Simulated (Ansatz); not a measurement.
YSb:
```cif
data_SbY
_chemical_formula_sum 'Y1 Sb1'
_space_group_name_H-M_alt 'P 1'
_space_group_IT_number 1
_cell_length_a 4.28531
_cell_length_b 4.28531
_cell_length_c 4.28531
_cell_angle_alpha 60.000
_cell_angle_beta 60.000
_cell_angle_gamma 60.000
loop_
_space_group_symop_operation_xyz
  'x, y, z'
loop_
_atom_site_label
_atom_site_type_symbol
_atom_site_fract_x
_atom_site_fract_y
_atom_site_fract_z
_atom_site_occupancy
Y1 Y 0.50000 0.50000 0.50000 1
Sb1 Sb 0.00000 0.00000 0.00000 1
```

Relaxed with LDA.

Question: Which orbitals make up the states near the Fermi level in LDA (plane waves, PAW; program Ansatz)?

Answer: Within 0.5 eV of the Fermi level: Y 4d 56 %, Sb 5p 40 %. Projections are on Löwdin-orthogonalised atomic valence shells; empty p or d shells of many metals are not among them.

Question: Tabulate the density of states.

Answer: States/eV per cell of 2 atoms, in 0.25 eV bins, energy from the Fermi level.

| E (eV) | total | Y 4d | Sb 5p | Y 5s |
|---|---|---|---|---|
| -7.85 | 0.00 | 0.00 | 0.00 | 0.00 |
| -7.60 | 0.00 | 0.00 | 0.00 | 0.00 |
| -7.35 | 0.00 | 0.00 | 0.00 | 0.00 |
| -7.10 | 0.00 | 0.00 | 0.00 | 0.00 |
| -6.85 | 0.00 | 0.00 | 0.00 | 0.00 |
| -6.60 | 0.00 | 0.00 | 0.00 | 0.00 |
| -6.35 | 0.00 | 0.00 | 0.00 | 0.00 |
| -6.10 | 0.00 | 0.00 | 0.00 | 0.00 |
| -5.85 | 0.00 | 0.00 | 0.00 | 0.00 |
| -5.60 | 0.00 | 0.00 | 0.00 | 0.00 |
| -5.35 | 0.00 | 0.00 | 0.00 | 0.00 |
| -5.10 | 0.00 | 0.00 | 0.00 | 0.00 |
| -4.85 | 0.00 | 0.00 | 0.00 | 0.00 |
| -4.60 | 0.00 | 0.00 | 0.00 | 0.00 |
| -4.35 | 0.11 | 0.03 | 0.06 | 0.02 |
| -4.10 | 0.41 | 0.10 | 0.23 | 0.07 |
| -3.85 | 0.69 | 0.16 | 0.39 | 0.10 |
| -3.60 | 1.21 | 0.29 | 0.70 | 0.17 |
| -3.35 | 1.54 | 0.35 | 0.93 | 0.19 |
| -3.10 | 1.87 | 0.35 | 1.26 | 0.18 |
| -2.85 | 1.11 | 0.19 | 0.79 | 0.06 |
| -2.60 | 0.65 | 0.16 | 0.42 | 0.03 |
| -2.35 | 1.67 | 0.47 | 1.10 | 0.02 |
| -2.10 | 2.11 | 0.71 | 1.29 | 0.02 |
| -1.85 | 3.76 | 1.51 | 2.15 | 0.03 |
| -1.60 | 3.23 | 1.28 | 1.88 | 0.02 |
| -1.35 | 2.02 | 0.75 | 1.22 | 0.01 |
| -1.10 | 1.50 | 0.51 | 0.95 | 0.01 |
| -0.85 | 1.07 | 0.33 | 0.71 | 0.00 |
| -0.60 | 0.50 | 0.19 | 0.30 | 0.00 |
| -0.35 | 0.32 | 0.14 | 0.17 | 0.00 |
| -0.10 | 0.28 | 0.15 | 0.13 | 0.00 |
| 0.15 | 0.32 | 0.19 | 0.11 | 0.00 |
| 0.40 | 0.40 | 0.27 | 0.11 | 0.00 |
| 0.65 | 0.51 | 0.38 | 0.11 | 0.01 |
| 0.90 | 0.70 | 0.54 | 0.12 | 0.01 |
| 1.15 | 0.95 | 0.76 | 0.13 | 0.02 |
| 1.40 | 1.07 | 0.86 | 0.13 | 0.03 |
| 1.65 | 1.27 | 1.02 | 0.14 | 0.04 |
| 1.90 | 1.57 | 1.27 | 0.14 | 0.06 |
| 2.15 | 1.91 | 1.55 | 0.16 | 0.09 |
| 2.40 | 1.95 | 1.61 | 0.14 | 0.07 |
| 2.65 | 2.86 | 2.36 | 0.20 | 0.11 |
| 2.90 | 3.65 | 2.99 | 0.21 | 0.23 |
| 3.15 | 4.43 | 3.47 | 0.31 | 0.42 |
| 3.40 | 3.40 | 2.46 | 0.25 | 0.50 |
| 3.65 | 2.79 | 2.21 | 0.36 | 0.10 |
| 3.90 | 1.97 | 1.26 | 0.37 | 0.13 |
| 4.15 | 1.55 | 0.77 | 0.31 | 0.15 |
| 4.40 | 1.99 | 0.93 | 0.35 | 0.14 |
| 4.65 | 1.93 | 0.84 | 0.36 | 0.11 |

Space group Fm-3m (rock salt). The first step of the workflow began from a Materials Project structure, measured or hypothetical; the Crystallography Open Database files this formula in space group No. 225, but the cells were not matched. Whether it is the stable phase at ambient conditions was not checked. The cell was relaxed with LDA under the symmetry of its start; of distortions, only those at the zone centre were tested. The run is not spin-polarised. Scalar-relativistic: spin–orbit coupling is off unless named, which matters more the heavier the elements.

Potentials: the later of the program's two PAW sets.
